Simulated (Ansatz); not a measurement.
Relaxation of a generated cell, Ga2O3 built in the beta-Ga2O3 structure type; 10 atoms in the cell, which starts as C2/m (No. 12), mS20; a = 12.214 Å, b = 3.037 Å, c = 5.798 Å, α = 90.00°, β = 103.83°, γ = 90.00°. The numbers are results of PBE (plane waves to 420 eV, PAW, scalar-relativistic; Ansatz, a quantum-chemistry and plane-wave program), not measurements. Γ-centred k-mesh 8×8×4 on the run's cell (coarser than for final values), Fermi–Dirac smearing 0.05 eV. This is the first round of the run. 

The optimiser's lines from the output (shortened; P is positive under compression):

```
relax step   1: F+E_penalty+E_count = -18540.02200702 eV  Δ(F+E_penalty+E_count) = +0.000e0 eV  max|allowed force component| = 2.058e-1 eV/Å  Δτ_max = 0.0000 Å  P = +9.545 GPa  Ω = 104.418 Å³  (10 SCF iters, dr2 threshold 1.00e-7 eV, accepted)
relax step   2: F+E_penalty+E_count = -18540.13001238 eV  Δ(F+E_penalty+E_count) = -1.080e-1 eV  max|allowed force component| = 1.316e-1 eV/Å  Δτ_max = 0.0152 Å  P = +3.818 GPa  Ω = 107.395 Å³  (6 SCF iters, dr2 threshold 1.00e-6 eV, accepted)
relax step   3: F+E_penalty+E_count = -18540.14999320 eV  Δ(F+E_penalty+E_count) = -1.998e-2 eV  max|allowed force component| = 2.288e-2 eV/Å  Δτ_max = 0.0060 Å  P = +0.265 GPa  Ω = 109.351 Å³  (6 SCF iters, dr2 threshold 1.00e-6 eV, accepted)
relax step   4: F+E_penalty+E_count = -18540.15003297 eV  Δ(F+E_penalty+E_count) = -3.976e-5 eV  max|allowed force component| = 1.333e-2 eV/Å  Δτ_max = 0.0044 Å  P = -0.014 GPa  Ω = 109.485 Å³  (6 SCF iters, dr2 threshold 3.40e-7 eV, accepted)
relax step   5: F+E_penalty+E_count = -18540.15015786 eV  Δ(F+E_penalty+E_count) = -1.249e-4 eV  max|allowed force component| = 2.099e-2 eV/Å  Δτ_max = 0.0026 Å  P = -0.003 GPa  Ω = 109.454 Å³  (6 SCF iters, dr2 threshold 1.87e-8 eV, accepted)
relax step   6: F+E_penalty+E_count = -18540.15016947 eV  Δ(F+E_penalty+E_count) = -1.162e-5 eV  max|allowed force component| = 2.513e-3 eV/Å  Δτ_max = 0.0019 Å  P = +0.000 GPa  Ω = 109.460 Å³  (6 SCF iters, dr2 threshold 2.75e-8 eV, accepted)
relax step   7: F+E_penalty+E_count = -18540.16836699 eV  Δ(F+E_penalty+E_count) = -1.820e-2 eV  max|allowed force component| = 2.500e-3 eV/Å  Δτ_max = 0.0000 Å  P = +0.267 GPa  Ω = 109.460 Å³  stress off target by 2.90e-1 GPa  SCF on the basis re-selected at this cell (its energy is not comparable with the rows above)  (9 SCF iters)
relax step   8: F+E_penalty+E_count = -18540.16803661 eV  Δ(F+E_penalty+E_count) = +3.304e-4 eV  max|allowed force component| = 1.908e-3 eV/Å  Δτ_max = 0.0021 Å  P = +0.010 GPa  Ω = 109.641 Å³  (5 SCF iters, dr2 threshold 2.11e-7 eV, accepted)
relax step   9: F+E_penalty+E_count = -18540.16801267 eV  Δ(F+E_penalty+E_count) = +2.393e-5 eV  max|allowed force component| = 6.686e-4 eV/Å  Δτ_max = 0.0004 Å  P = -0.000 GPa  Ω = 109.650 Å³  (5 SCF iters, dr2 threshold 1.18e-9 eV, accepted)
relax step  10: F+E_penalty+E_count = -18540.16855254 eV  Δ(F+E_penalty+E_count) = -5.399e-4 eV  max|allowed force component| = 6.420e-4 eV/Å  Δτ_max = 0.0000 Å  P = +0.003 GPa  Ω = 109.650 Å³  stress off target by 6.34e-3 GPa  SCF on the basis re-selected at this cell (its energy is not comparable with the rows above)  (5 SCF iters)
```

From the first to the last row the energy changes by -0.01 eV/atom and the volume by +5.0 %. The last row is marked as not comparable with the walk above it, whose basis was carried along; it does compare with step 1, since both stand on a basis selected at the nominal cutoff for their own cell.

Later rounds, restarted from the end of this one on a renewed k-mesh, logged 2 more steps and released under 1 meV/atom more. The final structure after all rounds: C2/m (No. 12), mS20; a = 12.456 Å, b = 3.083 Å, c = 5.877 Å, α = γ = 90.00°, β = 103.70°. Between re-selections the logged energies stand on a plane-wave basis carried along with the cell. No spin polarisation in the result.

The run could not lose the symmetry of its start; a randomly shaken copy of 10 atoms returns to this structure.

The first start was generated by placing the elements on the sites of a structure type. A measured structure of Ga2O3 has the same space group, C2/m (No. 12); the sites were not compared with it.
